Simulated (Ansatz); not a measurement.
NaAg2:
```xyz
6
Lattice="0.0000 3.9596 3.9596 3.9596 0.0000 3.9596 3.9596 3.9596 0.0000" Properties=species:S:1:pos:R:3 pbc="T T T"
Ag     0.9899     0.9899     0.9899
Ag     0.9899     2.9697     2.9697
Ag     2.9697     2.9697     0.9899
Ag     2.9697     0.9899     2.9697
Na     3.9596     3.9596     3.9596
Na     5.9395     5.9395     5.9395
```

Relaxed with r²SCAN.

Q: Give the Bader charges and basin volumes of the independent atoms, r²SCAN in the plane-wave PAW code Ansatz.

A: 

```tsv
atom	Bader charge (e)	Bader volume (Å³)
Ag1	-0.39	26.0
Na5	+0.79	10.2
```

Space group Fd-3m (cubic Laves (MgCu2 type)). The workflow started from an entry of the Crystallography Open Database (COD). Its standing as an ambient phase is unchecked. Symmetry was held in the r²SCAN relaxation; its stability against distortions is not shown here. No spin polarisation was allowed.

Potentials: the later of the program's two PAW sets.
